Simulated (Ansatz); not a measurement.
TaRu:
```
TaRu
1.0
    3.13938     0.00000     0.00000
    0.00000     3.13938     0.00000
    0.00000     0.00000     3.13938
Ta Ru
1 1
Direct
  0.50000   0.50000   0.50000
  0.00000   0.00000   0.00000
```

Relaxed with PBEsol. Special points in fractions of this cell's reciprocal vectors: Γ (0.000, 0.000, 0.000); X (0.000, 0.500, 0.000); M (0.500, 0.500, 0.000); R (0.500, 0.500, 0.500).

Q: List the band energies nearest the Fermi level at these points for DFT-PBEsol in the program Ansatz with PAW potentials.

A: In eV from the Fermi level; about four levels below and three above (degenerate sets whole), none deeper than 8.9 eV; points with the same levels are listed once.

```json
[
 {"k": "Γ", "below": "-6.21 -6.21 -2.50 -2.50 -2.50", "above": "1.01 1.01 4.24 4.24 4.24"},
 {"k": "X", "below": "-2.48 -2.48 -1.47 -0.07 -0.07", "above": "0.86 2.35 4.57"},
 {"k": "M", "below": "-6.22 -4.28 -4.28 -0.39", "above": "0.08 0.57 0.57"},
 {"k": "R", "below": "-3.11 -3.11 -3.11 -0.31 -0.31", "above": "4.45 4.45 7.19"}
]
```

Space group Pm-3m (CsCl type). The first step of the workflow began from a Materials Project structure, measured or hypothetical; the Crystallography Open Database files this formula in space group No. 221, but the cells were not matched. Whether it is the stable phase at ambient conditions was not checked. Symmetry was held in the PBEsol relaxation. At this level the phase is mechanically unstable. The run is not spin-polarised. Spin–orbit coupling is left out wherever it is not named.

Potentials: the later of the program's two PAW sets.
